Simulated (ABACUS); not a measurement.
Set-up for a self-consistent single point of C (P6_3/mmc, 8 atoms in the cell; from Materials Project mp-48, changed as shown).

```yaml
crystal:
  lattice:
    - [2.45010, 0.00000, 0.00000]
    - [0.00000, 4.24370, 0.00000]
    - [0.00000, 0.00000, 7.74871]
  atoms:
    - { symbol: C, position: [0.00000, 0.00000, 0.25000] }
    - { symbol: C, position: [0.00000, 0.00000, 0.75000] }
    - { symbol: C, position: [0.00000, 0.33333, 0.25000] }
    - { symbol: C, position: [0.50000, 0.16667, 0.75000] }
    - { symbol: C, position: [0.50000, 0.50000, 0.25000] }
    - { symbol: C, position: [0.50000, 0.50000, 0.75000] }
    - { symbol: C, position: [0.50000, 0.83333, 0.25000] }
    - { symbol: C, position: [0.00000, 0.66667, 0.75000] }
```

All values come from this method and carry its errors: LDA (PW92), numerical atomic orbitals SZP (confined pseudo-atomic orbitals with Gaussian additions; energy shift 0.01 Ry), PseudoDojo 0.4 standard norm-conserving LDA (tails mended) pseudopotentials (ABACUS).

ABACUS settings:

- basis: SZP numerical atomic orbitals, energy shift 0.01 Ry
- KPT: Gamma 9 5 3 0 0 0
- basis_type: lcao
- dft_functional: PWLDA
- ecutwfc: 100 Ry
- smearing_method: fd
- smearing_sigma: 0.00999582 Ry
- potentials: PseudoDojo 0.4 standard norm-conserving LDA (tails mended)
- symmetry: 1
- symmetry_prec: 1e-05
- ks_solver: genelpa
- scf_nmax: 100
- scf_thr: 1.0e-06
- mixing_type: broyden

Results:

- Number of valence electrons: 32
- Number of bands: 26
- Number of k-points after the program's reduction: 30
- Size of the basis: 72
- Number of SCF iterations: 7
- Free energy E − TS: -1302.8666 eV
- Fermi level (on the code's own zero): 4.49 eV
- Pressure: 16.18 GPa

Stress (GPa, positive for compression):
```
25.51   0.00   0.00
 0.00  26.02   0.00
 0.00   0.00  -2.98
```

For comparison: a first run was changed to give this one (lattice scaled by 0.98), and from it to this one the free energy goes up by 32.3 meV/atom and the pressure goes from 0.99 to 16.18 GPa.

The atom-centred basis is finite, which shifts total energies and pressures against plane waves. A single-zeta basis is rough, for pressures and forces above all. The structure comes from a collection of computed structures, made at another level of theory; the collection holds predicted forms beside known ones. Its lattice was then scaled. No clean gap shows at this smearing width and mesh (spacing up to 0.30 Å⁻¹); the mesh is coarse for partly filled bands, so the values carry mesh errors. Semi-local functionals can close small gaps.

The atomic orbitals were generated for these runs; they are not ABACUS's published sets and were checked against plane waves on a few crystals only.

“Tails mended”: in these copies of the files the far tail of each local potential was reset to the Coulomb form.
